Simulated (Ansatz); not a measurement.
With PBE (plane waves, PAW; program Ansatz), SnC in the zinc blende structure (F-43m) relaxes to a = 5.088 Å. Sn has 4 nearest neighbours from 2.20 Å (tetrahedral); C has 4 nearest neighbours from 2.20 Å (tetrahedral). Against the elements it lies at 0.82 eV/atom, with no fitted shifts.

The Kohn–Sham gap is 0.62 eV (direct). The valence maximum lies at Γ and the conduction minimum at Γ. Gap from PBE with spin–orbit coupling: 0.60 eV. Electrons at the band edge weigh 0.061 mₑ (isotropic).

The bulk modulus is 122 GPa.

The start of the workflow was typed in or built on a structure type; neither database checked (COD, Materials Project) lists it. Its standing as an ambient phase is unchecked. Symmetry was held in the PBE relaxation; its stability against distortions is not shown here. Its formation energy is positive at this level, so the cell may be metastable or incomplete. The references are the lowest solids computed at this level, not always the standard phases. Spin–orbit coupling is left out wherever it is not named.

Potentials: the earlier of the program's two PAW sets.
